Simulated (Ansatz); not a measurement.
# Data sheet: K₂RbLaV₂O₈ (DFT)

K$_{2}$RbLaV$_{2}$O$_{8}$:
```xyz
14
Lattice="6.0924 0.0000 0.0000 -3.0462 5.2762 0.0000 0.0000 0.0000 7.7710" Properties=species:S:1:pos:R:3 pbc="T T T"
K      0.0000     3.5174     5.3847
K      3.0462     1.7587     2.3863
Rb     0.0000     0.0000     0.0000
La     0.0000     0.0000     3.8855
V      0.0000     3.5174     1.8249
V      3.0462     1.7587     5.9460
O      0.0000     3.5174     0.1756
O      3.0462     1.7587     7.5954
O     -1.4051     4.3287     2.4385
O      4.4513     0.9475     5.3325
O      0.0000     1.8949     2.4385
O      3.0462     3.3812     5.3325
O      1.4051     4.3287     2.4385
O      1.6411     0.9475     5.3325
```

Space group P-3m1 (No. 164); conventional cell a = 6.092 Å, b = 6.092 Å, c = 7.771 Å, α = 90.00°, β = 90.00°, γ = 120.00°.

Method: plane-wave PAW r²SCAN (Ansatz code). Geometry: relaxed at this level of theory. Other levels are named where they apply.

Cell and energy:

| Item | Result |
|---|---|
| Volume per atom | 17.84 Å³ |
| Density | 3.54 g/cm³ |
| Formation energy from the elements (no fitted shifts) | -2.74 eV/atom |

Electronic structure:

| Quantity | Result |
|---|---|
| Band gap | 3.91 eV (indirect) |
| Valence-band maximum | at M |
| Conduction-band minimum | at Γ |
| Smallest direct gap on the standard path | 3.96 eV |
| Electron effective mass, band 1 of 2 at the edge | 1.5 along x, 2.6 along z (mₑ) |
| Electron effective mass, band 2 of 2 at the edge | 0.99 along x, 2.6 along z (mₑ) |
| Electron effective mass with spin–orbit coupling | 1.2, 1.2, 2.6 mₑ (principal values) |
| Hole effective mass | 2.0, 2.4, 26 mₑ (principal values) |
| Hole effective mass with spin–orbit coupling | 2.0, 2.4, 26 mₑ (principal values) |
| HSE06 gap on the r²SCAN cell | 5.06 eV |
| Gap with spin–orbit coupling | 3.89 eV |

Mechanics:

| Quantity | Value |
|---|---|
| Bulk modulus (Birch–Murnaghan fit) | 421 kbar |
| Pressure derivative B′ | 5.0 |

Charges:

| Quantity | Result |
|---|---|
| Bader charges | K +0.87, Rb +0.89, La +2.20, V +2.24, O -1.21 to -1.03 e |

The workflow started from a Materials Project entry (that database holds measured and hypothetical structures alike); the Crystallography Open Database copy checked does not list it. Whether it is the stable phase at ambient conditions was not checked. The r²SCAN relaxation kept the symmetry of its start; its stability against distortions is not shown here. No spin polarisation was allowed. No Hubbard U is applied. The references are the lowest solids computed at this level, not always the standard phases (solids in place of the gases). Scalar-relativistic: spin–orbit coupling is off unless named, which matters more the heavier the elements.

Potentials: the later of the program's two PAW sets.
